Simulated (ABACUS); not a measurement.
Worked example: self-consistent single point of P (Cmce, 4 atoms in the cell; from Materials Project mp-157, changed as shown) in ABACUS.

Computed with PBE, numerical atomic orbitals DZP (confined pseudo-atomic orbitals with Gaussian additions; energy shift 0.01 Ry), PseudoDojo 0.5 standard norm-conserving PBE (tails mended) pseudopotentials in ABACUS.

The change in words: volume scaled by 1.06. Reference geometry (Cmce):
```
CELL_PARAMETERS angstrom
      1.64775    -5.46504     0.00000
      1.64775     5.46504     0.00000
      0.00000     0.00000     4.54364
ATOMIC_POSITIONS crystal
  P  0.40414 0.59586 0.91118
  P  0.59586 0.40414 0.08882
  P  0.09586 0.90414 0.41118
  P  0.90414 0.09586 0.58882
```

Reference input (self-consistent single point, DFT, PBE, numerical atomic orbitals DZP (confined pseudo-atomic orbitals with Gaussian additions; energy shift 0.01 Ry), PseudoDojo 0.5 standard norm-conserving PBE (tails mended) pseudopotentials): basis = DZP numerical atomic orbitals, energy shift 0.01 Ry; KPT = Gamma 6 6 4 0 0 0; basis_type = lcao; dft_functional = PBE; ecutwfc = 100 Ry; smearing_method = mp; smearing_sigma = 0.00734986 Ry; potentials = PseudoDojo 0.5 standard norm-conserving PBE (tails mended); symmetry = 1; symmetry_prec = 1e-05; ks_solver = genelpa; scf_nmax = 100. This run's input differs from it in these lines:

```diff
@@ -32,5 +32,5 @@
 LATTICE_VECTORS
-   1.6477450000   -5.4650400000    0.0000000000
-   1.6477450000    5.4650400000    0.0000000000
-   0.0000000000    0.0000000000    4.5436400000
+   1.6800620000   -5.5722260000    0.0000000000
+   1.6800620000    5.5722260000    0.0000000000
+   0.0000000000    0.0000000000    4.6327540000
 
@@ -42,6 +42,6 @@
 4
-   1.6477450000    1.0477574688    4.1400738952 1 1 1
-   1.6477450000   -1.0477574688    0.4035661048 1 1 1
-   1.6477450000    4.4172825312    1.8682538952 1 1 1
-   1.6477450000   -4.4172825312    2.6753861048 1 1 1
+   1.6800620000    1.0683071687    4.2212727897 1 1 1
+   1.6800620000   -1.0683071687    0.4114812103 1 1 1
+   1.6800620000    4.5039188313    1.9048957897 1 1 1
+   1.6800620000   -4.5039188313    2.7278582103 1 1 1
 # file: KPT
```

Log, with long lists cut:

```
 SELF-CONSISTENT
 -------------------------------------------

                  longest orb rcut (Bohr) = 6.1
   longest nonlocal projector rcut (Bohr) = 1.74
                     search radius (Bohr) = 15.7

                          real space grid = [ 72, 72, 60 ]
                                 init_chg = atomic

 LCAO ALGORITHM --------------- ION=   1  ELEC=   1--------------------------------

 Density error is 0.0914006681041
 E_KohnSham     -55.3315983166       -752.8250165531
 E_Fermi        0.4556288207         6.1991481349

 LCAO ALGORITHM --------------- ION=   1  ELEC=   2--------------------------------

   [... lines left out ...]
 E_Fermi        0.4612473752         6.2755924899

   [... 7 blocks of this kind left out ...]

 LCAO ALGORITHM --------------- ION=   1  ELEC=  10--------------------------------

 Density error is 1.53098108561e-07
 E_KohnSham     -55.3292981953       -752.7937217971
 E_Fermi        0.4632520321         6.3028672460

 LCAO ALGORITHM --------------- ION=   1  ELEC=  11--------------------------------

 Density error is 7.07408177029e-09
 E_KohnSham     -55.3292981953       -752.7937217971
 E_KS(sigma->0) -55.3293004840       -752.7937529371
 E_entropy(-TS) 0.0000068662         0.0000934201
 E_Fermi        0.4632519526         6.3028661643
 charge density convergence is achieved
 final etot is -752.7937218 eV
 EFERMI = 6.3028661643 eV

 STATE ENERGY(eV) AND OCCUPATIONS    NSPIN == 1
   [... 17 lines left out ...]

 TOTAL-FORCE (eV/Angstrom)
                        P1         0.0000000000        -0.0922349366         0.2474147936
                        P2         0.0000000000         0.0922349366        -0.2474147936
                        P3         0.0000000000         0.0922349366         0.2474147936
                        P4         0.0000000000        -0.0922349366        -0.2474147936

 TOTAL-STRESS (KBAR)
       -24.2390637307        -0.0000000000         0.0000000000
        -0.0000000000       -12.5795495320         0.0000000000
         0.0000000000         0.0000000000       -14.0785505691
 TOTAL-PRESSURE: -16.965721 KBAR

 --------------------------------------------
 !FINAL_ETOT_IS -752.7937217970851407 eV
 --------------------------------------------
```

The run converged in 11 iterations. Against the reference run the free energy drops by 2.7 meV/atom, the pressure goes from 2.60 to -1.70 GPa and the largest force goes from 0.622 to 0.264 eV/Å.

The atom-centred basis is finite, which shifts total energies, pressures and forces against plane waves. The structure comes from a collection of computed structures, made at another level of theory; the collection holds predicted forms beside known ones. No clean gap shows at this smearing width and mesh (spacing up to 0.34 Å⁻¹); the mesh is coarse for partly filled bands, so the values carry mesh errors.

Cost on one core: about 20 core-seconds (a rough figure).

The atomic orbitals were generated for these runs; they are not ABACUS's published sets and were checked against plane waves on a few crystals only.

“Tails mended”: in these copies of the files the far tail of each local potential was reset to the Coulomb form.
